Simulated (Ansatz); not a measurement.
## Zone-centre phonons of AlBOs: input and output

Computed with DFT PBE, scalar-relativistic, plane waves, PAW in Ansatz.

It can be run as:
```bash
ansatz run input.yaml --threads 1 --pin off --backend cpu --events-out ev --progress --plain --runs-dir out  # memory cap (--max-ram) not shown
```

Input (bare energies are in eV):
```yaml
crystal:
  lattice:
    - [-1.446549971, 1.446549971, 4.157479659]
    - [1.446549971, -1.446549971, 4.157479659]
    - [1.446549971, 1.446549971, -4.157479659]
  atoms:
    - { symbol: Al, position: [0.3277179837, 0.3277179837, 0.0] }
    - { symbol: B, position: [0.6412734411, 0.6412734411, 0.0] }
    - { symbol: Os, position: [0.0310085753, 0.0310085753, 0.0] }
basis:
  ecutwfc: 420
kpoints:
  mp_grid: { grid: [20, 20, 20] }
hamiltonian:
  xc: pbe
scf:
  occupations: { method: fermi_dirac, width: 0.15 }
output:
  eigenvalues: true
phonons:
  method: dfpt
  eigenvectors: true
```

Results section of the output:
```
--- Phonons (Γ-DFPT): 6 representative perturbations + reference, on 1166 of 8000 k-points (Σ response iterations 18) ---
  k mesh reduced under 4 symmetry operations, with k and −k counted as one. Each operation leaves every solved displacement unchanged or reverses it
  ASR residual: 1.317e-4 → 0.000e0 eV/Å²; symmetrization residual: 1.241e-5 eV/Å²
  ASR residual per site (eV/Å²): 1.05e-5 3.54e-5 1.32e-4
  Γ frequencies (cm⁻¹): 0.00 0.00 0.00 192.28 192.28 391.94 447.73 447.73 473.40
  non-analytic LO–TO correction: not included (Born effective charges unavailable; polar crystals: no LO–TO splitting at Γ)
```

The cell was built by swapping an element in a database structure (itself possibly hypothetical) and relaxing; it need not be the stable form of this composition. In a metal, frequencies and elastic constants depend on the k mesh and the smearing, soft modes and shear constants most. Spin–orbit coupling is left out, which can shift energies with elements as heavy as these.